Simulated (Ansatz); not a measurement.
A (001) slab of Ag (R-3m (No. 166)), 7 planes, outer planes Ag (top) and Ag (bottom), with 7 atoms (Ag7) in a surface cell of A = 7.127 Å², as cut from the bulk:

```yaml
crystal:
  lattice:
    - [2.86874, 0.00000, 0.00000]
    - [-1.43437, 2.48440, 0.00000]
    - [0.00000, 0.00000, 29.03935]
  atoms:
    - { symbol: Ag, position: [0.00000, 0.00000, 0.25827] }
    - { symbol: Ag, position: [0.66667, 0.33333, 0.33878] }
    - { symbol: Ag, position: [0.33333, 0.66667, 0.41929] }
    - { symbol: Ag, position: [0.66667, 0.33333, 0.50000] }
    - { symbol: Ag, position: [0.33333, 0.66667, 0.58051] }
    - { symbol: Ag, position: [0.00000, 0.00000, 0.66102] }
    - { symbol: Ag, position: [0.33333, 0.66667, 0.74173] }
```

The calculation used DFT PBEsol, scalar-relativistic, plane waves, PAW (Ansatz 0.2.0). Cutoff 420 eV; k points 12×12×1 on the computed 7-atom cell (Γ-centred); Gaussian smearing, width 0.10 eV; no spin polarisation.

Against the same 7 atoms in the bulk, the slab as cut lies 0.884 eV higher and the relaxed slab 0.883 eV higher.

Task: Work out the surface energy before and after relaxation.

Result: The slab has two faces, so γ = (E_slab − N·E_bulk)/(2A), the mean of both. As cut: 0.884/(2 × 7.127) = 0.0620 eV/Å², and 1 eV/Å² = 16.02 J/m², so γ = 0.99 J/m². Relaxed: 0.883/(2 × 7.127) = 0.0619 eV/Å² = 0.99 J/m². Relaxation recovers 0.1 % of the cost of cutting.

Task: What is the ideal work of this cut, per area?

Result: Griffith's ideal work is 2γ: 1.99 J/m² if the new faces stay rigid, 1.98 J/m² if they relax. One thickness was run, 7 planes, so γ can still shift with it.

The reference crystal is a form of Ag, which isn't its usual structure.